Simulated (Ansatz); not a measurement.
Pb, DFT, LDA, all-electron PAW with datasets made for the crystal, scalar-relativistic (Ansatz 0.2.0), run on 1 thread of Intel(R) Xeon(R) 6975P-C (Granite Rapids) on a shared host.

Structure from Materials Project entry mp-1247117 (possibly hypothetical), not relaxed further.

Command: `ansatz run input.yaml --threads 1 --pin off --max-ram 3072MiB --backend cpu --events-out ev --progress --plain --runs-dir out`

```yaml
crystal:
  lattice:
    - [0.0, 3.4390000555, 3.4390000555]
    - [3.4390000555, 0.0, 3.4390000555]
    - [3.4390000555, 3.4390000555, 0.0]
  atoms:
    - { symbol: Pb, position: [0.0, 0.0, 0.0] }
    - { symbol: Pb, position: [0.25, 0.25, 0.25] }
kpoints:
  mp_grid: { grid: [8, 8, 8] }
  band_path:
    path:
      - [0.0, 0.0, 0.0]
      - [0.5, 0.0, 0.5]
      - [0.625, 0.25, 0.625]
      - [0.375, 0.375, 0.75]
      - [0.0, 0.0, 0.0]
      - [0.5, 0.5, 0.5]
      - [0.5, 0.25, 0.75]
      - [0.5, 0.0, 0.5]
    npoints: 8
scf:
  occupations: { method: fermi_dirac, width: 0.05 }
hamiltonian:
  xc: lda
  pseudopotentials: { kind: all_electron, datasets: crystal }
output:
  forces: true
  stress: true
  eigenvalues: true
  efg: { contact_densities: true }
```

Problem. How large is the problem that the program sets up?

Solution. 29 irreducible k-points, 701 plane waves at Γ, 19 bands.

Problem. About how long does it take, and how much memory does it use?

Solution. 5.4 s of wall time for 6 SCF iterations, with a peak of 0.39 GiB. Times on shared machines scatter by tens of per cent.

Problem. And the same cell and mesh by all-electron LAPW, asked for forces, stress, eigenvalues, populations, dos and the same band path, on the same hardware?

Solution. 20 s, peak memory 0.41 GiB.

Problem. And the same cell and mesh by frozen-core PAW, asked for forces, stress, eigenvalues, efg, populations, bader, dos, write_density, write_potential, elf and the same band path, on the same hardware?

Solution. 13 s, peak memory 0.43 GiB.
